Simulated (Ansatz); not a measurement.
**Question.** Name crystals whose computed values (plane-wave PAW PBE (Ansatz code)) fall in these windows: gap (eV) 0.93 to 1.3; electron conductivity mass (mₑ) 0.12 to 0.16.

**Answer.** 

| crystal | gap (eV) | electron conductivity mass (mₑ) |
|---|---|---|
| ZnGaNO, Pna2_1 (Zn on 4a, Ga on 4a, O on 4a, N on 4a) | 1.13 | 0.14 |
Others may fit too.

Typed or built starts, not in the databases checked: ZnGaNO, Pna2_1 (Zn on 4a, Ga on 4a, O on 4a, N on 4a). The cell was relaxed under the symmetry of its start. Spin–orbit coupling is left out wherever it is not named.

Potentials: the earlier of the program's two PAW sets.
